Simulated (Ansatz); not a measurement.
BP:
```
CELL_PARAMETERS angstrom
      0.00000     2.14430     2.14430
      2.14430     0.00000     2.14430
      2.14430     2.14430     0.00000
ATOMIC_POSITIONS crystal
  P  0.00000 0.00000 0.00000
  B  0.50000 0.50000 0.50000
```

This is the PBEsol-relaxed structure.

Task: All from the program Ansatz at the PBEsol level (PAW), unless another level is named. Predict the highest zone-centre frequency.

Result: 53 cm^-1.

Task: Next, the bulk modulus (Birch–Murnaghan fit)?

Result: 174 GPa.

Space group Fm-3m (rock salt). The start of the workflow was typed in or built on a structure type; neither database checked (COD, Materials Project) lists it. It is not the phase usual at ambient conditions (space group No. 216). The PBEsol relaxation kept the symmetry of its start; whether a distortion lowers the energy is not shown. Its formation energy is positive at this level, so the cell may be metastable or incomplete. As this level gives no gap, phonon frequencies hold no LO–TO term and depend on the k-mesh and smearing (Fermi–Dirac, 0.1 eV here).

Potentials: the earlier of the program's two PAW sets. The files were generated under PBE; for other functionals the program regenerates the frozen cores, and for LDA and PBEsol the local potential too.
